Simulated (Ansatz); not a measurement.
Geometry optimisation in Ansatz: input, command and trajectory.

```yaml
crystal:
  lattice:
    - [-2.2221373347, 2.2221373347, 5.4511806491]
    - [2.2221373347, -2.2221373347, 5.4511806491]
    - [2.2221373347, 2.2221373347, -5.4511806491]
  atoms:
    - { symbol: Cs, position: [0.665, 0.665, 0.0] }
    - { symbol: Cs, position: [0.335, 0.335, 0.0] }
    - { symbol: Na, position: [0.0, 0.0, 0.0] }
basis:
  ecutwfc: 420
kpoints:
  mp_grid: { grid: [6, 6, 6] }
hamiltonian:
  xc: pbe
scf:
  occupations: { method: gaussian, width: 0.1 }
  lower_state_search: "off"
output:
  forces: true
  stress: true
  eigenvalues: true
relax:
  adjacent_minimum: "off"
  f_tol: 0.04
  max_steps: 70
  cell: { stress_tol: 0.4 }
```

```bash
ansatz run input.yaml --threads 1 --pin off --max-ram 2560MiB --backend cpu --events-out ev --progress --plain --runs-dir out
```

Level of theory: DFT PBE, scalar-relativistic, plane waves, PAW (Ansatz).

Of 14 frames 10 are shown, positions in Å and forces in eV/Å; the SCF threshold varies from step to step. Steps run on the plane waves of an earlier cell, with a Pulay correction in the pressure. The basis is chosen afresh for the last frame, the zero of the energies, and at times for earlier ones too; energy and pressure step there, also at an unchanged geometry. Here that happened at steps 7 (-42 meV/atom, 0.9 GPa), 14 (-3 meV/atom, 0.1 GPa); the frames before carry an error of that size.

```xyz
3
Lattice="-2.2221 2.2221 5.4512 2.2221 -2.2221 5.4512 2.2221 2.2221 -5.4512" Properties=species:S:1:pos:R:3:forces:R:3 pbc="T T T" step=1 free_energy_over_end_meV_per_atom=705.69 pressure_GPa=8.08
Cs    0.0000    0.0000    7.2501    0.0000    0.0000    0.0461
Cs    0.0000    0.0000    3.6523    0.0000    0.0000   -0.0461
Na    0.0000    0.0000    0.0000    0.0000    0.0000    0.0000
3
Lattice="-2.3256 2.3256 5.7165 2.3256 -2.3256 5.7165 2.3256 2.3256 -5.7165" Properties=species:S:1:pos:R:3:forces:R:3 pbc="T T T" step=2 free_energy_over_end_meV_per_atom=483.32 pressure_GPa=5.53
Cs    0.0000    0.0000    7.6096    0.0000    0.0000   -0.1167
Cs    0.0000    0.0000    3.8233    0.0000    0.0000    0.1167
Na    0.0000    0.0000    0.0000    0.0000    0.0000    0.0000
3
Lattice="-2.5095 2.5095 6.2480 2.5095 -2.5095 6.2480 2.5095 2.5095 -6.2480" Properties=species:S:1:pos:R:3:forces:R:3 pbc="T T T" step=4 free_energy_over_end_meV_per_atom=207.01 pressure_GPa=2.49
Cs    0.0000    0.0000    8.2388    0.0000    0.0000   -0.0600
Cs    0.0000    0.0000    4.2573    0.0000    0.0000    0.0600
Na    0.0000    0.0000    0.0000    0.0000    0.0000    0.0000
3
Lattice="-2.5944 2.5944 6.5134 2.5944 -2.5944 6.5134 2.5944 2.5944 -6.5134" Properties=species:S:1:pos:R:3:forces:R:3 pbc="T T T" step=5 free_energy_over_end_meV_per_atom=134.56 pressure_GPa=1.32
Cs    0.0000    0.0000    8.5404    0.0000    0.0000    0.0051
Cs    0.0000    0.0000    4.4865    0.0000    0.0000   -0.0051
Na    0.0000    0.0000    0.0000    0.0000    0.0000    0.0000
3
Lattice="-2.6698 2.6698 6.7792 2.6698 -2.6698 6.7792 2.6698 2.6698 -6.7792" Properties=species:S:1:pos:R:3:forces:R:3 pbc="T T T" step=7 free_energy_over_end_meV_per_atom=62.90 pressure_GPa=1.10
Cs    0.0000    0.0000    8.8876    0.0000    0.0000   -0.0213
Cs    0.0000    0.0000    4.6708    0.0000    0.0000    0.0213
Na    0.0000    0.0000    0.0000    0.0000    0.0000    0.0000
3
Lattice="-2.7408 2.7408 7.0450 2.7408 -2.7408 7.0450 2.7408 2.7408 -7.0450" Properties=species:S:1:pos:R:3:forces:R:3 pbc="T T T" step=8 free_energy_over_end_meV_per_atom=29.22 pressure_GPa=0.61
Cs    0.0000    0.0000    9.2029    0.0000    0.0000    0.0039
Cs    0.0000    0.0000    4.8871    0.0000    0.0000   -0.0039
Na    0.0000    0.0000    0.0000    0.0000    0.0000    0.0000
3
Lattice="-2.8486 2.8486 7.5723 2.8486 -2.8486 7.5723 2.8486 2.8486 -7.5723" Properties=species:S:1:pos:R:3:forces:R:3 pbc="T T T" step=10 free_energy_over_end_meV_per_atom=5.60 pressure_GPa=0.02
Cs    0.0000    0.0000    9.8572    0.0000    0.0000   -0.0040
Cs    0.0000    0.0000    5.2875    0.0000    0.0000    0.0040
Na    0.0000    0.0000    0.0000    0.0000    0.0000    0.0000
3
Lattice="-2.8533 2.8533 7.6717 2.8533 -2.8533 7.6717 2.8533 2.8533 -7.6717" Properties=species:S:1:pos:R:3:forces:R:3 pbc="T T T" step=11 free_energy_over_end_meV_per_atom=4.82 pressure_GPa=-0.03
Cs    0.0000    0.0000    9.9751    0.0000    0.0000   -0.0038
Cs    0.0000    0.0000    5.3684    0.0000    0.0000    0.0038
Na    0.0000    0.0000    0.0000    0.0000    0.0000    0.0000
3
Lattice="-2.8134 2.8134 7.9728 2.8134 -2.8134 7.9728 2.8134 2.8134 -7.9728" Properties=species:S:1:pos:R:3:forces:R:3 pbc="T T T" step=13 free_energy_over_end_meV_per_atom=2.84 pressure_GPa=-0.07
Cs    0.0000    0.0000   10.3155    0.0000    0.0000    0.0014
Cs    0.0000    0.0000    5.6300    0.0000    0.0000   -0.0014
Na    0.0000    0.0000    0.0000    0.0000    0.0000    0.0000
3
Lattice="-2.8134 2.8134 7.9728 2.8134 -2.8134 7.9728 2.8134 2.8134 -7.9728" Properties=species:S:1:pos:R:3:forces:R:3 pbc="T T T" step=14 free_energy_over_end_meV_per_atom=0.00 pressure_GPa=-0.01
Cs    0.0000    0.0000   10.3155    0.0000    0.0000    0.0013
Cs    0.0000    0.0000    5.6300    0.0000    0.0000   -0.0013
Na    0.0000    0.0000    0.0000    0.0000    0.0000    0.0000
```

The start puts this composition into another compound's structure type, which needn't suit it. The cell swells from 35.9 to 84.1 Å³ an atom, so the end can be far from any stable crystal. At the end the space group is I4/mmm (tolerance 0.05 Å).

Time: 87 s on 1 thread of Arm Neoverse V1, with other jobs on the host, peak memory 0.49 GiB.

The k mesh is coarse.